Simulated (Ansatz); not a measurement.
**Ionic part of the dielectric constant of HCl at 4 GPa, mode by mode**

These are results of DFT LDA, scalar-relativistic, plane waves, PAW (Ansatz 0.2.0), not measurements. Settings: 420 eV plane-wave cutoff, Γ-centred 10×10×10 mesh, fixed occupations. No spin polarisation. Phonons by linear response, acoustic sum rule imposed.

It takes space group I4mm (No. 107, tetragonal). Conventional cell: a = 3.368 Å, b = 3.368 Å, c = 4.727 Å, α = 90.00°, β = 90.00°, γ = 90.00°. Around H (site symmetry 4mm) lie 1 Cl at 1.31 Å. Cl (site symmetry 4mm) is surrounded by 1 H at 1.31 Å.

The crystal is built of molecules and no dispersion correction was added, so the binding between them is poorly described, and with it their spacing and whatever depends on it.

The primitive cell has V = 26.80 Å³ and ε∞,xx = 3.147. Each polar mode adds Δε = (4.92064×10⁷/V)·S/ν² along x, with S its oscillator strength in e²/amu, ν in cm⁻¹ and V in Å³.

**Question.** From these modes, find each Δε and ε0,xx.
```csv
ν (cm⁻¹),S_xx (e²/amu)
111.6,0.2188
```

**Answer.**
```csv
ν (cm⁻¹),Δε
111.6,32.24
```

The sum is 32.243, so ε0,xx = 35.39; the run's tensor has 35.39.

**Question.** Where do the longitudinal modes lie for a wave vector along x?

**Answer.** At 374 cm⁻¹. The Lyddane–Sachs–Teller product Π(ν_LO/ν_TO)² = 11.25 matches ε0/ε∞ = 11.25.

Whether HCl exists in this form wasn't checked.